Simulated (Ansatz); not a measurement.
Cd3HgTe4: zone-centre modes

Level of theory: DFT PBE, scalar-relativistic, plane waves, PAW in Ansatz. Plane waves to 420 eV; Γ-centred k mesh 6×6×6; Gaussian smearing of 0.01 eV. No spin polarisation. Phonons by linear response, acoustic sum rule imposed.

The cell, relaxed at this level:
```
Cd Hg Te
1.0
     6.62647    0.00000    0.00000
     0.00000    6.62647    0.00000
     0.00000    0.00000    6.62647
Cd Hg Te
3 1 4
Direct
  0.00000 0.50000 0.50000
  0.50000 0.00000 0.50000
  0.50000 0.50000 0.00000
  0.00000 0.00000 0.00000
  0.74907 0.74907 0.25093
  0.74907 0.25093 0.74907
  0.25093 0.74907 0.74907
  0.25093 0.25093 0.25093
```

The cell was found from a structure generator's guess, not taken from experiment. Spin–orbit coupling is left out, which matters for heavy elements.

Optical modes at Γ:
```csv
frequency (cm⁻¹),degeneracy
26,3
35,3
104,3
117,1
120,2
125,3
134,3
135,3
```

All 21 optical modes at Γ are real: no displacement of atoms at fixed cell lowers the energy to second order. Strains and modes at other wave vectors aren't tested by this run.
